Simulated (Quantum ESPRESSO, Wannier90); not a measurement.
# TaC (rock salt), plane waves to Wannier functions

```yaml
crystal:
  lattice:
    - [0.00000, 2.23390, 2.23390]
    - [2.23390, 0.00000, 2.23390]
    - [2.23390, 2.23390, 0.00000]
  atoms:
    - { symbol: Ta, position: [0.00000, 0.00000, 0.00000] }
    - { symbol: C, position: [0.50000, 0.50000, 0.50000] }
```

Materials Project entry mp-1086; symmetrised, unrelaxed at this level. COD (Crystallography Open Database) has an entry of this formula and space group (matched by these alone). Computed values, not measurements, from PBEsol: Quantum ESPRESSO (norm-conserving PseudoDojo potentials, cutoff 66 Ry, no spin polarisation, no spin-orbit coupling) on a Γ-centred 12×12×12 mesh, then Wannier90. Density: 12×12×12 mesh, cold smearing 0.01 Ry. Spin-orbit coupling is left out although heavy elements are present.

The plane-wave run has 26 bands and 17 electrons a cell. On the energy scale of pw.x, whose zero is arbitrary, the Fermi level lies at 19.53 eV.

Isolated groups of bands, relative to the Fermi level (bands from 6 on overlap up to the last one computed):

```tsv
bands	from (eV)	to (eV)	filling	weight on atomic waves
1	-68.75	-68.69	filled	Ta 5s 95 %
2–4	-35.69	-35.00	filled	Ta 5p 97 %
5	-14.70	-10.27	filled	C 2s 55 %, Ta 5d 25 %, Ta 6s 14 %
```

Input w.win, without the blocks of cell, atoms and k-points (1728 lines):

```
num_bands = 22
num_wann = 13
exclude_bands = 1-4
num_iter = 800
conv_tol = 1.0e-6
conv_window = 4
dis_num_iter = 1000
dis_conv_tol = 1.0e-6
dis_froz_max = 21.03
dis_win_max = 20.03
write_hr = true
write_u_matrices = true
begin projections
Ta: s;p;d
C: s;p
end projections
mp_grid = 12 12 12
```

wannier90.x stops with:
```
dis_windows: Energy window contains fewer states than number of target WFs
```
At some k-point the outer window holds fewer bands than num_wann, so no subspace of that size can be extracted. Mended as below, all else unchanged, the run goes through (Ω_I = 11.2 Å²) and follows the plane-wave bands to 1.8 meV rms (states up to 1.0 eV relative to the Fermi level).
Remove the line dis_win_max = 20.03.
